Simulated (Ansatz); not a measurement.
Input and command of a plane-wave DFT calculation in Ansatz:

```yaml
crystal:
  lattice:
    - [15.716283069, 0.0, 0.0]
    - [0.0, 14.5, 0.0]
    - [0.0, 0.0, 15.0]
  atoms:
    - { symbol: C, position: [0.5906635574, 0.5475883812, 0.5239896408] }
    - { symbol: Te, position: [0.5012698561, 0.5658474338, 0.4146726397] }
    - { symbol: C, position: [0.4088589945, 0.4862944827, 0.4865594567] }
    - { symbol: H, position: [0.6017929014, 0.4744845953, 0.5335804639] }
    - { symbol: H, position: [0.6500444809, 0.5831646204, 0.5088876083] }
    - { symbol: H, position: [0.561542258, 0.5781579851, 0.5853273603] }
    - { symbol: H, position: [0.432426663, 0.4168353796, 0.4988007524] }
    - { symbol: H, position: [0.3499555191, 0.482777158, 0.4455830382] }
    - { symbol: H, position: [0.3932637055, 0.5207626917, 0.5504112957] }
  symmetry: { detect: false }
basis:
  ecutwfc: 420
kpoints:
  mp_grid: { grid: [1, 1, 1] }
hamiltonian:
  xc: pbe
scf:
  occupations: { method: gaussian, width: 0.005 }
output:
  forces: true
  eigenvalues: true
relax:
  adjacent_minimum: "off"
  f_tol: 0.01
  max_steps: 120
```

```bash
ansatz run input.yaml --threads 4 --pin off --max-ram 11264MiB --backend cpu --events-out ev --progress --plain --runs-dir out
```

Processor: Intel(R) Xeon(R) Platinum 8175M CPU @ 2.50GHz (Skylake/Cascade Lake), 4 threads, on a host shared with other jobs.

Estimate time, memory and problem size.

About 55 s on 4 threads of Intel(R) Xeon(R) Platinum 8175M CPU @ 2.50GHz (Skylake/Cascade Lake) (shared host), peak memory 1.7 GiB. It solves 24 bands at 1 k points (the mesh reduced by the symmetry that the task leaves, which can be less than the crystal's) with about 66839 plane waves, in 42 SCF iterations over 7 ionic steps.
